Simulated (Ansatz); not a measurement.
The relaxed structure here is a generated cell of CsPbCl3: the first start was made by placing the elements on the sites of a structure type, and the end was not matched to a known phase here, so it may be hypothetical. Known forms of CsPbCl3 include space group No. 221.

One stationary structure of CsPbCl3. Space group R-3 (No. 148), AFLOW prototype AB3C_hR10_148_c_f_c (as in TiFeO3). Computed with PBEsol (plane waves to 420 eV, PAW, scalar-relativistic; Ansatz, a quantum-chemistry and plane-wave program).

```xyz
10
Lattice="3.8561 2.2263 7.3767 -3.8561 2.2263 7.3767 0.0000 -4.4526 7.3767" Properties=species:S:1:pos:R:3 pbc="T T T"
Pb     0.0000     0.0000     7.5084
Pb     0.0000     0.0000    14.6217
Cl    -0.7713    -2.3784    13.0918
Cl     2.4454     0.5212    13.0918
Cl    -1.6741     1.8572    13.0918
Cl     0.7713     2.3784     9.0382
Cl    -2.4454    -0.5212     9.0382
Cl     1.6741    -1.8572     9.0382
Cs     0.0000     0.0000     3.0169
Cs     0.0000     0.0000    19.1131
```

```json
{
 "volume_per_atom": "38.00 Å³",
 "density": "3.90 g/cm³",
 "band_gap": "3.65 eV, indirect (valence top at Γ, conduction bottom at T) (no spin-orbit coupling)",
 "smallest_direct_gap": "3.76 eV at T",
 "shortest_distances": "Cl–Pb 2.85 Å; Cl–Cs 3.37 Å",
 "k-mesh": "5×5×5"
}
```

Band energies at high-symmetry points (eV from the VBM; labels of this space group; no spin-orbit coupling), from −5 eV up to 6.4 eV:

```csv
point,energies
Γ,-2.76 -2.36 -2.36 -2.19 -2.19 -1.34 -1.33 -1.33 -1.20 -1.20 -1.16 -1.08 -1.07 -1.07 -1.07 -1.07 -0.62 0.00 3.92 4.71 4.71 4.82 4.82 5.28 6.07
T,-2.76 -2.51 -2.51 -2.12 -2.12 -1.54 -1.41 -1.41 -1.20 -1.19 -1.19 -1.05 -0.99 -0.99 -0.99 -0.99 -0.38 -0.10 3.65 4.75 4.75 4.79 4.79 6.01 6.15
H2,-2.62 -2.47 -2.42 -2.11 -1.98 -1.89 -1.52 -1.40 -1.32 -1.25 -1.18 -1.10 -1.08 -1.06 -0.99 -0.96 -0.17 -0.08 4.23 4.38 4.62 5.00 5.11 5.43 6.13 6.30
H0,-2.62 -2.47 -2.42 -2.11 -1.98 -1.89 -1.52 -1.40 -1.32 -1.25 -1.18 -1.10 -1.08 -1.06 -0.99 -0.96 -0.17 -0.08 4.23 4.38 4.62 5.00 5.11 5.43 6.13 6.30
L,-2.73 -2.42 -2.30 -2.25 -2.17 -1.75 -1.55 -1.46 -1.21 -1.14 -1.13 -1.12 -1.12 -1.06 -0.98 -0.97 -0.16 -0.04 4.34 4.43 4.47 4.72 5.12 5.34 6.29
S0,-2.57 -2.51 -2.44 -2.06 -1.97 -1.93 -1.55 -1.39 -1.28 -1.22 -1.19 -1.13 -1.10 -1.07 -0.97 -0.96 -0.15 -0.09 4.24 4.38 4.61 5.03 5.20 5.29 6.11 6.29
S2,-2.57 -2.51 -2.44 -2.06 -1.97 -1.93 -1.55 -1.39 -1.28 -1.22 -1.19 -1.13 -1.10 -1.07 -0.97 -0.96 -0.15 -0.09 4.24 4.38 4.61 5.03 5.20 5.29 6.11 6.29
F,-2.62 -2.42 -2.27 -2.26 -2.09 -1.70 -1.49 -1.45 -1.39 -1.23 -1.15 -1.12 -1.09 -1.08 -0.98 -0.93 -0.27 -0.05 4.28 4.50 4.57 4.84 5.17 5.45 6.21 6.32
```

No spin polarisation in the result.

The run could not lose the symmetry of its start: the end is stationary, and may be a saddle point rather than a minimum.
